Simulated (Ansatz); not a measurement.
KF (rock salt, Fm-3m), the program Ansatz at the r²SCAN level (PAW): ε∞ = 1.94, cell volume 37.61 Å³. Infrared-active transverse modes:

```csv
ω_TO (cm⁻¹),oscillator strength S_xx (e²/amu)
193.4,0.1002
```

Problem. Compute the static dielectric constant.

Solution. Each mode adds (4.921e7/V) S/ω²: 3.50. So ε0 = 5.44.

Problem. What LO frequency does the Lyddane–Sachs–Teller relation give?

Solution. ω_LO = ω_TO √(ε0/ε∞) = 324 cm⁻¹.

The cell was relaxed with r²SCAN under the symmetry of its start; phonons on a q-mesh show no instability.

Potentials: the later of the program's two PAW sets.
